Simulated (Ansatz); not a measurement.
Consider the following.

TaGe2:
```yaml
crystal:
  lattice:
    - [-3.17780, 3.17780, 2.72001]
    - [3.17780, -3.17780, 2.72001]
    - [3.17780, 3.17780, -2.72001]
  atoms:
    - { symbol: Ge, position: [0.65215, 0.15215, 0.80430] }
    - { symbol: Ge, position: [0.84785, 0.65215, 0.50000] }
    - { symbol: Ge, position: [0.15215, 0.34785, 0.50000] }
    - { symbol: Ge, position: [0.34785, 0.84785, 0.19570] }
    - { symbol: Ta, position: [0.25000, 0.25000, 0.00000] }
    - { symbol: Ta, position: [0.75000, 0.75000, 0.00000] }
```

This is the PBE-relaxed structure.

**Question.** All from plane-wave PAW PBE (Ansatz code), unless another level is named. Predict the electronic character.

**Answer.** metallic (no gap).

**Question.** What about the formation energy from the elements (no fitted shifts)?

**Answer.** 1 meV/atom.

**Question.** Next, the density of states at the Fermi level?

**Answer.** 0.63 states/eV per atom (mean over ±0.08 eV).

Space group I4/mcm. A made-up cell: these elements were put on the sites of a structure type; neither database checked (COD, Materials Project) lists it. COD files the formula under space group No. 180, so this cell is another polymorph or a model. Its standing as an ambient phase is unchecked. Symmetry was held in the PBE relaxation; whether a distortion lowers the energy is not shown. No spin polarisation was allowed. The references are the lowest solids computed at this level, not always the standard phases. Spin–orbit coupling is left out wherever it is not named.

Potentials: the later of the program's two PAW sets.
